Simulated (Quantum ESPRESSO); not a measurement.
## Band energies of K$_{2}$S at -1.5 % isotropic strain

```xyz
3
Lattice="0.0000 3.6122 3.6122 3.6122 0.0000 3.6122 3.6122 3.6122 0.0000" Properties=species:S:1:pos:R:3 pbc="T T T"
S      0.0000     0.0000     0.0000
K      5.4183     5.4183     5.4183
K      1.8061     1.8061     1.8061
```

PBEsol (pw.x of Quantum ESPRESSO, ONCV potentials, without SOC); path ΓXWKΓLUWLK,UX; energies in eV from the valence-band maximum.

```csv
k (1/Å),point,band 8,band 9,band 10,band 11,band 12,band 13,band 14,band 15
0.00,Γ,-12.30,-9.66,-0.28,-0.28,-0.28,2.46,5.41,5.41
0.22,,-12.29,-9.60,-0.44,-0.24,-0.24,2.92,5.32,5.54
0.43,,-12.28,-9.47,-0.69,-0.14,-0.14,3.78,5.04,5.90
0.65,,-12.26,-9.36,-0.82,-0.04,-0.04,3.66,5.70,5.95
0.87,X,-12.21,-9.32,-0.85,0.00,0.00,3.43,5.35,6.65
1.30,W,-12.23,-9.32,-0.43,-0.43,-0.02,3.63,5.88,5.88
1.61,K,-12.22,-9.33,-0.62,-0.23,-0.03,3.65,5.55,6.53
1.82,,-12.24,-9.35,-0.47,-0.37,-0.08,4.00,5.59,6.09
2.02,,-12.27,-9.43,-0.59,-0.21,-0.15,4.04,5.42,5.63
2.23,,-12.29,-9.55,-0.51,-0.22,-0.22,3.28,5.44,5.50
2.53,Γ,-12.30,-9.66,-0.28,-0.28,-0.28,2.46,5.41,5.41
2.75,,-12.32,-9.60,-0.42,-0.25,-0.25,2.90,5.45,5.45
2.96,,-12.36,-9.48,-0.60,-0.17,-0.17,3.80,5.61,5.61
3.18,,-12.43,-9.39,-0.67,-0.11,-0.11,4.56,5.52,5.82
3.29,L,-12.45,-9.38,-0.68,-0.11,-0.11,4.76,5.27,5.86
3.39,,-12.40,-9.37,-0.66,-0.13,-0.10,4.60,5.34,5.90
3.71,,-12.24,-9.33,-0.56,-0.29,-0.04,3.79,5.62,6.39
3.82,U,-12.22,-9.33,-0.62,-0.23,-0.03,3.65,5.55,6.53
3.92,,-12.22,-9.32,-0.60,-0.25,-0.02,3.65,5.60,6.34
4.13,W,-12.23,-9.32,-0.43,-0.43,-0.02,3.63,5.88,5.88
4.30,,-12.25,-9.33,-0.48,-0.38,-0.04,3.77,5.83,5.98
4.48,,-12.32,-9.36,-0.58,-0.24,-0.07,4.16,5.60,6.11
4.74,L,-12.45,-9.38,-0.68,-0.11,-0.11,4.76,5.27,5.86
4.89,,-12.37,-9.37,-0.64,-0.16,-0.09,4.48,5.40,5.94
5.05,,-12.28,-9.35,-0.57,-0.26,-0.07,4.05,5.63,6.19
5.20,,-12.23,-9.33,-0.57,-0.27,-0.04,3.74,5.60,6.44
5.28,K,-12.22,-9.33,-0.62,-0.23,-0.03,3.65,5.55,6.53
5.28,U,-12.22,-9.33,-0.62,-0.23,-0.03,3.65,5.55,6.53
5.58,X,-12.21,-9.32,-0.85,0.00,0.00,3.43,5.35,6.65
```

The PBEsol gap is indirect, 2.46 eV, from X to Γ; the smallest direct gap is 2.74 eV. Another valence extremum on the path lies within 0.02 eV, too close to call.

Geometry strained from the cell relaxed with PBEsol, atoms relaxed again.
